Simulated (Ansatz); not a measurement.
TiS₂:
```xyz
9
Lattice="3.3602 0.0000 0.0000 -1.6801 2.9100 0.0000 0.0000 0.0000 16.5722" Properties=species:S:1:pos:R:3 pbc="T T T"
Ti     0.0000     0.0000     8.2861
Ti     0.0000     0.0000    13.8098
Ti     0.0000     0.0000     2.7624
S      0.0000     1.9400     9.7141
S      0.0000     1.9400    15.2379
S      0.0000     1.9400     4.1904
S      1.6801     0.9700    12.3817
S      1.6801     0.9700     1.3343
S      1.6801     0.9700     6.8580
```

Relaxed with PBE+D3(BJ). Special points in fractions of this cell's reciprocal vectors: Γ (0.000, 0.000, 0.000); M (0.500, 0.000, 0.000); K (0.333, 0.333, 0.000); A (0.000, 0.000, 0.500); L (0.500, 0.000, 0.500); H (0.333, 0.333, 0.500).

### Question
List the band energies nearest the Fermi level at these points for PBE+D3(BJ) (plane waves, PAW; program Ansatz).

### Answer
In eV from the Fermi level; about four levels below and three above (degenerate sets whole), none deeper than 8.9 eV; points with the same levels are listed once.

```tsv
k	below	above
Γ	-0.03 -0.03 -0.03 -0.03	0.16 0.16 0.17
M	-1.56 -1.56 -1.28 -1.28	0.02 0.02 0.19
K	-2.35 -2.35 -2.35 -2.35 -2.35	1.28 1.30 1.30
A	-0.59 -0.59 -0.09 -0.09	0.10 0.10 0.10 0.10
L	-1.51 -1.51 -1.17 -1.16 -0.13	0.16 0.16 1.65 1.65 1.65
H	-2.53 -2.53 -2.23 -2.23	1.29 1.29 1.30
```

Space group P-3m1 (CdI2 type). The PBE+D3(BJ) relaxation kept the symmetry of its start. No spin polarisation was allowed.

Potentials: the earlier of the program's two PAW sets.
